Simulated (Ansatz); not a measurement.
SiNi:
```
CELL_PARAMETERS angstrom
      5.08533     0.00000     0.00000
      0.00000     3.36403     0.00000
      0.00000     0.00000     5.51961
ATOMIC_POSITIONS crystal
  Si 0.82114 0.75000 0.58717
  Si 0.17886 0.25000 0.41283
  Si 0.67886 0.25000 0.08717
  Si 0.32114 0.75000 0.91283
  Ni 0.50935 0.25000 0.68741
  Ni 0.49065 0.75000 0.31259
  Ni 0.99065 0.75000 0.18741
  Ni 0.00935 0.25000 0.81259
```

Relaxed with PBEsol. Special points in fractions of this cell's reciprocal vectors: Γ (0.000, 0.000, 0.000); X (0.500, 0.000, 0.000); S (0.500, 0.500, 0.000); Y (0.000, 0.500, 0.000); Z (0.000, 0.000, 0.500); U (0.500, 0.000, 0.500); R (0.500, 0.500, 0.500); T (0.000, 0.500, 0.500).

List the band energies nearest the Fermi level at these points for PBEsol (plane waves, PAW; program Ansatz).

In eV from the Fermi level; about four levels below and three above (degenerate sets whole), none deeper than 8.9 eV; points with the same levels are listed once.

```csv
k,below,above
Γ,-1.82 -1.37 -1.16 -0.94,0.66 1.40 3.33
X,-2.08 -2.08 -1.89 -1.89,0.96 0.96 1.10 1.10
S,-1.76 -1.76 -1.76 -1.76,0.50 0.50 0.50 0.50
Y,-1.47 -1.47 -0.59 -0.59,2.06 2.06 2.60 2.60
Z,-1.43 -1.43 -0.20 -0.20,0.81 0.81 3.34 3.34
U,-2.14 -2.14 -0.99 -0.99,0.84 0.84 2.31 2.31
R,-1.96 -1.96 -1.96 -1.96,2.65 2.65 2.65 2.65
T,-2.07 -2.07 -1.74 -1.74,0.19 0.19 1.38 1.38
```

Space group Pnma. Symmetry was held in the PBEsol relaxation. No spin polarisation was allowed.

Potentials: the earlier of the program's two PAW sets. The files were generated under PBE; for other functionals the program regenerates the frozen cores, and for LDA and PBEsol the local potential too.
